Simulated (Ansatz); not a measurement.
Al:
```
Al
1.0
    2.82497     0.00000     0.00000
   -1.41248     2.44649     0.00000
    0.00000     0.00000    27.67426
Al
12
Cartesian
  1.41248   0.81550  18.43780
  0.00000   0.00000  20.75570
  1.41248   0.81550  23.07360
  0.00000   1.63100  25.37506
  0.00000   0.00000   0.00000
  1.41248   0.81550   2.29920
  0.00000   1.63100   4.60067
  0.00000   0.00000   6.91857
  0.00000   1.63100   9.23646
  1.41248   0.81550  11.53793
  0.00000   0.00000  13.83713
  0.00000   1.63100  16.13634
```

Relaxed with r²SCAN.

### Question
Tabulate the valence density and the electron localisation function along the shortest Al–Al contact (2.82 Å), the program Ansatz at the r²SCAN level (PAW).

### Answer


| distance from Al (Å) | density (e/Å³) | ELF |
|---|---|---|
| 0.28 | 0.06 | 0.06 |
| 0.42 | 0.08 | 0.02 |
| 0.56 | 0.11 | 0.06 |
| 0.70 | 0.16 | 0.25 |
| 0.85 | 0.20 | 0.48 |
| 0.99 | 0.22 | 0.60 |
| 1.13 | 0.22 | 0.63 |
| 1.27 | 0.22 | 0.63 |
| 1.41 | 0.21 | 0.63 |
| 1.55 | 0.22 | 0.63 |
| 1.69 | 0.22 | 0.63 |
| 1.83 | 0.22 | 0.60 |
| 1.97 | 0.20 | 0.48 |
| 2.11 | 0.16 | 0.26 |
| 2.26 | 0.11 | 0.06 |
| 2.40 | 0.08 | 0.02 |
| 2.54 | 0.06 | 0.07 |

The density is the valence pseudo-density with augmentation charge, so density and ELF within about 1 Å of a nucleus are not all-electron values.

Space group P6_3/mmc. The start of the workflow was typed in or built on a structure type; the Crystallography Open Database copy checked does not list it. It is not the phase usual at ambient conditions (space group No. 225). The r²SCAN relaxation kept the symmetry of its start; whether a distortion lowers the energy is not shown.

Potentials: the later of the program's two PAW sets.
